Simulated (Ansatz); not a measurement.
Ansatz run, La$_{2}$Ru$_{2}$Se$_{2}$O$_{3}$

Input file of Ansatz 0.2.0:

```yaml
crystal:
  lattice:
    - [0.0, 4.117277, 0.0]
    - [4.117337, 0.0, 0.0]
    - [2.058669, 2.058638, -9.3173]
  atoms:
    - { symbol: O, position: [0.25, 0.75, 0.5] }
    - { symbol: O, position: [0.75, 0.25, 0.5] }
    - { symbol: O, position: [0.5, 0.5, 0.0] }
    - { symbol: Se, position: [0.09533, 0.09533, 0.80934] }
    - { symbol: Se, position: [0.90467, 0.90467, 0.19066] }
    - { symbol: Ru, position: [0.0, 0.5, 0.0] }
    - { symbol: Ru, position: [0.5, 0.0, 0.0] }
    - { symbol: La, position: [0.6837, 0.6837, 0.6326] }
    - { symbol: La, position: [0.3163, 0.3163, 0.3674] }
  symmetry: { tolerance: 0.0003 }
kpoints:
  mp_grid: { grid: [8, 8, 8], shift: [0, 0, 0] }
  band_path:
    path:
      - [0.0, 0.0, 0.0]
      - [0.49999636, 0.50000364, 0.5]
      - [0.49999636, 0.50000364, 0.25]
      - [0.0, 0.50000364, 1.82e-06]
      - [0.0, 0.0, 0.0]
      - [0.0, 0.0, -0.5]
      - [0.0, 0.47559411, -0.26220295]
      - [0.0, 0.52441318, 0.26220659]
      - [0.0, 0.0, 0.0]
      - [0.49999636, 0.50000364, 0.5]
      - [0.47558718, 0.52441318, 0.50000018]
    npoints: 6
magnetization:
  spin_polarized: false
scf:
  occupations: { method: fermi_dirac }
  lower_state_search: "off"
  max_iter: 200
hamiltonian:
  pseudopotentials: { kind: paw }
  xc: r2scan
basis:
  ecutwfc: 500
  fft_grid_basis: typed
output:
  forces: true
  stress: true
  eigenvalues: true
  bader: true
  populations: true
  elf: true
  write_potential: true
  volumetric_format: npy
  dos:
    e_range: [-12, 8]
    de: 0.05
    projected: { site_lists: { La: [La], O: [O], Ru: [Ru], Se: [Se] } }
checkpoint:
  read: saved_state
```

The saved state is an earlier solution for the same cell, perhaps on another mesh. 

Excerpt of what it printed:

```
Free energy (F): -36982.0359 eV
Harris-Foulkes:  -36982.0359 eV  (|F-HF|=4.45e-9)
Internal energy: -36981.8346 eV  (E = F + TS)
E sigma→0 (E₀):  -36981.9352 eV
Entropy (-TS):   -0.2012 eV (-22.361 meV/atom)
Fermi energy:    13.4988 eV
--- Per-component energies (eV) ---
  E_band       = -1099.2456
  E_kinetic    = 2179.4103
  E_local      = -11969.7939  (includes V_loc(G=0)·N_el)
  E_nonlocal   = -161.6694
  E_hartree    = 5218.5141
  E_xc         = -1048.2155
  E_vxc        = -1378.7461  (∫ρ·V_xc dr)
  E_paw        = -22169.4049  (= ΣΔE_a)
  E_vpaw       = -288.6888  (= ΣTr[D̂ρ^β])
  E_aug_tail   = 0.0028  (compensation charges beyond the density's cutoff)
  E_vtau       = 83.2027  (kinetic-family band-sum trace: ∫τ·v_τ [+ j·A + Jᵃ·Aᵃ] dr)
  E_ewald      = -9026.5679
  E_core_change = -4.1102  (= ΣΔE_core)
  E_smearing   = -0.2012  (= −TS)
--- Forces (eV/Å), atoms counted from 1 ---
  atom   1  O      0.0000     0.0000     0.0000
  atom   2  O      0.0000     0.0000     0.0000
  atom   3  O      0.0000     0.0000     0.0000
  atom   4  Se     0.0000     0.0000    -1.0780
  atom   5  Se     0.0000     0.0000     1.0780
  atom   6  Ru     0.0000     0.0000     0.0000
  atom   7  Ru     0.0000     0.0000     0.0000
  atom   8  La     0.0000     0.0000    -0.0848
  atom   9  La     0.0000     0.0000     0.0848
--- Stress (GPa, compression-positive) ---
       -3.1509       0.0000       0.0000
        0.0000      -3.1509       0.0000
        0.0000       0.0000      -7.6301
  P = ⅓ Tr σ = -4.6440 GPa (-46.440 kbar)
--- Löwdin populations: 9 sites ---
  site symbol       q [e]
     0      O      6.5669
     1      O      6.5669
     2      O      6.6628
     3     Se     16.2636
     4     Se     16.2636
     5     Ru     15.5734
     6     Ru     15.5734
     7     La     10.1226
     8     La     10.1226
  spilling = 0.0027 (of n_electrons = 104.0000)
```

Origin: a known structure type with other elements, at an estimated volume, so it need not be a known compound. Caveats: many states at the Fermi level without spin polarisation, so a magnetic state may lie lower; f levels without a U or exact exchange are poorly placed.
